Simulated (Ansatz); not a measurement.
# Profile along the Ni–Si line in NiSi2 (fluorite type, space group Fm-3m)

NiSi2 (fluorite type, space group Fm-3m)

```cif
data_Ni4Si8
_chemical_formula_sum 'Ni4 Si8'
_space_group_name_H-M_alt 'Fm-3m'
_space_group_IT_number 225
_space_group_name_Hall '-F 4 2 3'
_cell_length_a 5.44450
_cell_length_b 5.44450
_cell_length_c 5.44450
_cell_angle_alpha 90.000
_cell_angle_beta 90.000
_cell_angle_gamma 90.000
loop_
_atom_site_label
_atom_site_type_symbol
_atom_site_symmetry_multiplicity
_atom_site_Wyckoff_symbol
_atom_site_fract_x
_atom_site_fract_y
_atom_site_fract_z
_atom_site_occupancy
Ni1 Ni 4 a 0.00000 0.00000 0.00000 1
Si1 Si 8 c 0.25000 0.25000 0.25000 1
```
(The calculation used a cell of 3 atoms; values per cell refer to that cell.)

Fields along a shortest Ni–Si line of a {110} plane (2.36 Å), from Ni to Si, interpolated on the slice's grid (step about 0.3 Å). Method: PBE (plane waves to 420 eV, PAW, scalar-relativistic; Ansatz, a program for electronic structure). k mesh 15×15×15. These are valence fields of a PAW run, semicore shells included where kept as valence: close to a nucleus they are smooth pseudo fields. NiSi2 is run without spin polarisation. NiSi2 was relaxed with its symmetry unable to fall.

```json
[
 {"distance from Ni (Å)": "0.00", "valence electron density (e/Å³)": "60.59", "electron localisation function": "x"},
 {"distance from Ni (Å)": "0.12", "valence electron density (e/Å³)": "52.88", "electron localisation function": "x"},
 {"distance from Ni (Å)": "0.24", "valence electron density (e/Å³)": "35.94", "electron localisation function": "x"},
 {"distance from Ni (Å)": "0.35", "valence electron density (e/Å³)": "19.87", "electron localisation function": "x"},
 {"distance from Ni (Å)": "0.47", "valence electron density (e/Å³)": "9.45", "electron localisation function": "x"},
 {"distance from Ni (Å)": "0.59", "valence electron density (e/Å³)": "4.15", "electron localisation function": "0.29"},
 {"distance from Ni (Å)": "0.71", "valence electron density (e/Å³)": "1.86", "electron localisation function": "0.23"},
 {"distance from Ni (Å)": "0.83", "valence electron density (e/Å³)": "0.96", "electron localisation function": "0.20"},
 {"distance from Ni (Å)": "0.94", "valence electron density (e/Å³)": "0.61", "electron localisation function": "0.23"},
 {"distance from Ni (Å)": "1.06", "valence electron density (e/Å³)": "0.49", "electron localisation function": "0.35"},
 {"distance from Ni (Å)": "1.18", "valence electron density (e/Å³)": "0.46", "electron localisation function": "0.52"},
 {"distance from Ni (Å)": "1.30", "valence electron density (e/Å³)": "0.46", "electron localisation function": "0.68"},
 {"distance from Ni (Å)": "1.42", "valence electron density (e/Å³)": "0.47", "electron localisation function": "0.76"},
 {"distance from Ni (Å)": "1.53", "valence electron density (e/Å³)": "0.47", "electron localisation function": "0.76"},
 {"distance from Ni (Å)": "1.65", "valence electron density (e/Å³)": "0.45", "electron localisation function": "0.70"},
 {"distance from Ni (Å)": "1.77", "valence electron density (e/Å³)": "0.38", "electron localisation function": "0.56"},
 {"distance from Ni (Å)": "1.89", "valence electron density (e/Å³)": "0.28", "electron localisation function": "x"},
 {"distance from Ni (Å)": "2.01", "valence electron density (e/Å³)": "0.18", "electron localisation function": "x"},
 {"distance from Ni (Å)": "2.12", "valence electron density (e/Å³)": "0.10", "electron localisation function": "x"},
 {"distance from Ni (Å)": "2.24", "valence electron density (e/Å³)": "0.06", "electron localisation function": "x"},
 {"distance from Ni (Å)": "2.36", "valence electron density (e/Å³)": "0.05", "electron localisation function": "x"}
]
```

x: too close to a nucleus for the ELF to mean much.

Density on the Ni–Si line (2.36 Å) at its midpoint: 0.46 e/Å³. ELF at that point: 0.5. ELF maximum in the middle third of the Ni–Si line: 0.76, 1.5 Å from Ni.
